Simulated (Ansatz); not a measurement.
This Al2BP3 structure is the end of a relaxation. The cell was found from a structure generator's guess, not taken from experiment.

Theory: DFT PBE, scalar-relativistic, plane waves, PAW in Ansatz. Cutoff 420 eV, Γ-centred mesh, Gaussian smearing, no spin polarisation.

```cif
data_structure
_symmetry_space_group_name_H-M 'P 1'
_symmetry_Int_Tables_number 1
_cell_length_a 4.9282
_cell_length_b 4.9282
_cell_length_c 4.4821
_cell_angle_alpha 90.000
_cell_angle_beta 90.000
_cell_angle_gamma 120.000
_cell_volume 94.27
loop_
_atom_site_label
_atom_site_type_symbol
_atom_site_fract_x
_atom_site_fract_y
_atom_site_fract_z
_atom_site_occupancy
Al1 Al 0.33333 0.66667 0.00000 1
Al2 Al 0.66667 0.33333 0.00000 1
B1 B 0.00000 0.00000 0.50000 1
P1 P 0.50000 0.00000 0.50000 1
P2 P 0.00000 0.50000 0.50000 1
P3 P 0.50000 0.50000 0.50000 1
```

The zero of energy is the elements' standard structures at the same level; no fitted shifts are applied. The references include black phosphorus.

(1) What space group does it have?

(2) How far does it lie from the elements in energy?

(3) Is it a metal?

Answers

(1) P6/mmm (No. 191). Conventional cell: a = 4.928 Å, c = 4.482 Å. Around Al lie 6 P at 2.65 Å and 3 Al at 2.85 Å; B has 6 P at 2.46 Å; around P lie 2 B at 2.46 Å, 4 P at 2.46 Å and 4 Al at 2.65 Å.

(2) +0.81 eV/atom. A positive value: parting into the elements would lower its energy.

(3) Yes, bands cross the Fermi level on the 12×12×10 mesh.

The last run used a 12×12×10 mesh (in the run's order of axes) for its 6-atom cell and Gaussian smearing of 0.10 eV. The reference form of P is held partly by dispersion forces, which this level lacks. Symmetry constrained the relaxation, so the result can be a saddle point. Another cell of Al2BP3 relaxed alike, in P-3m1, lies 0.69 eV/atom lower, so this cell isn't the stable form at this level.
